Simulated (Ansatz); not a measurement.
TaNi$_{3}$ in space group I4/mmm (No. 139; Ta on 2a, Ni on 2b, Ni on 4d) under volume change, plane-wave PAW PBEsol (Ansatz code), shape and atoms relaxed at each volume.

```tsv
V (Å³/atom)	E − E(relaxed) (meV/atom)	P (GPa)
10.831	87.8	28.66
11.188	…	…
11.545	8.7	8.01
11.903	0.0	-0.01
12.260	…	…
12.617	29.6	-12.56
12.974	63.1	-17.43
```

What belongs in the gaps?


- 11.188, E − E(relaxed) (meV/atom): 36.8
- 11.188, P (GPa): 17.48
- 12.260, E − E(relaxed) (meV/atom): 7.8
- 12.260, P (GPa): -6.81

What does a third-order Birch–Murnaghan fit give for V₀, B₀ and B′?

V₀ = 11.90 Å³/atom, B₀ = 246 GPa, B′ = 4.5.

The first step of the workflow began from a Materials Project structure, measured or hypothetical; the Crystallography Open Database files this formula in space group No. 139, but the cells were not matched. Its standing as an ambient phase is unchecked. Symmetry was held in the PBEsol relaxation; its stability against distortions is not shown here. The run is not spin-polarised. The program gave a warning on the electronic state, which may not be the lowest. Scalar-relativistic: spin–orbit coupling is off unless named, which matters more the heavier the elements.

Potentials: the later of the program's two PAW sets.
